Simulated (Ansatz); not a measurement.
CdS (zinc blende)

```yaml
crystal:
  lattice:
    - [0.00000, 2.96331, 2.96331]
    - [2.96331, 0.00000, 2.96331]
    - [2.96331, 2.96331, 0.00000]
  atoms:
    - { symbol: S, position: [0.75000, 0.75000, 0.75000] }
    - { symbol: Cd, position: [0.00000, 0.00000, 0.00000] }
```

The slice is a {110} plane (indices of the conventional cell) through the point (0.750, 0.750, 0.750) (fractional), spanned by u = [100] and v = [1 -1 -1] in vectors of this cell: u (4.19 Å) and v (5.93 Å, at 90° to u). It covers one period; positions are fractions (u, v).

Computed with PBE (plane waves to 420 eV, PAW, scalar-relativistic; Ansatz, a first-principles code). k mesh 10×10×10. Inside the PAW spheres the values are not all-electron values, and peaks at nuclei hang on which shells count as valence. CdS was relaxed with its symmetry unable to fall.

Question: Around which element is the density of the highest valence band (whole band, smooth part) largest on this plane?

Answer: S. Mean over a disc round each atom, of radius 0.45 times the shortest bond: S 0.187, Cd 0.016 e/Å³.

Question: Predict the map of the density of the lowest conduction band (whole band as if filled, smooth part) on the slice.

Answer: 
```
v \ u   0.00   0.12   0.24   0.35   0.47   0.59   0.71   0.82   0.94
-----  -----  -----  -----  -----  -----  -----  -----  -----  -----
0.88   0.129  0.050  0.012  0.051  0.043  0.052  0.032  0.015  0.102
0.75   0.017  0.025  0.061  0.013  0.196  0.040  0.060  0.040  0.019
0.62   0.026  0.035  0.065  0.080  0.045  0.062  0.080  0.048  0.028
0.50   0.026  0.027  0.030  0.035  0.038  0.037  0.033  0.028  0.026
0.38   0.026  0.024  0.019  0.015  0.014  0.014  0.017  0.022  0.025
0.25   0.017  0.018  0.016  0.012  0.010  0.011  0.014  0.018  0.018
0.12   0.129  0.109  0.042  0.017  0.014  0.015  0.025  0.073  0.128
0.00   0.062  0.187  0.055  0.024  0.037  0.031  0.025  0.130  0.127
```

Values: density of the lowest conduction band (whole band as if filled, smooth part) in e/Å³.
